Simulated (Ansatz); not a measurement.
Suppose Al5N takes space group P4mm (No. 99), with Al on 4d and 1a; N on 1a.

Level of theory: DFT PBE, scalar-relativistic, plane waves, PAW (Ansatz 0.2.0). Cutoff 420 eV, Γ-centred mesh, Gaussian smearing, no spin polarisation.

The zero of energy is the elements' standard structures at the same level (N₂ as a molecule); no fitted shifts are applied.

Question: Predict the relaxed structure.

Answer:

Space group P4mm (No. 99). a = 5.281 Å, b = 5.281 Å, c = 4.789 Å, α = 90.00°, β = 90.00°, γ = 90.00°
```json
{"atom": "Al", "site": "4d", "symmetry": "..m", "x": "0.2475", "y": "0.2475", "z": "0.2031"}
{"atom": "Al", "site": "1a", "symmetry": "4mm", "x": "0.0000", "y": "0.0000", "z": "0.7920"}
{"atom": "N", "site": "1a", "symmetry": "4mm", "x": "0.0000", "y": "0.0000", "z": "0.4037"}
```

Around Al on a site of symmetry m lie 1 N at 2.08 Å and 5 Al at 2.61–2.70 Å; Al on a site of symmetry 4mm is surrounded by 1 N at 1.86 Å; N has 1 Al at 1.86 Å and 4 Al at 2.08 Å. Another local minimum with the same sites may exist.

Question: Where does its energy lie, and is it a metal?

Answer: The energy over the elements is +0.26 eV/atom and the gap on the 8×8×8 mesh of the 6-atom cell is 0 eV (a metal). The separate elements lie lower, so it is unstable against them.

The last run used Gaussian smearing of 0.10 eV. A structure relaxed within its symmetry needn't be a true minimum. Another cell of Al5N relaxed alike, in P1, lies 0.31 eV/atom lower, so this cell isn't the stable form at this level.
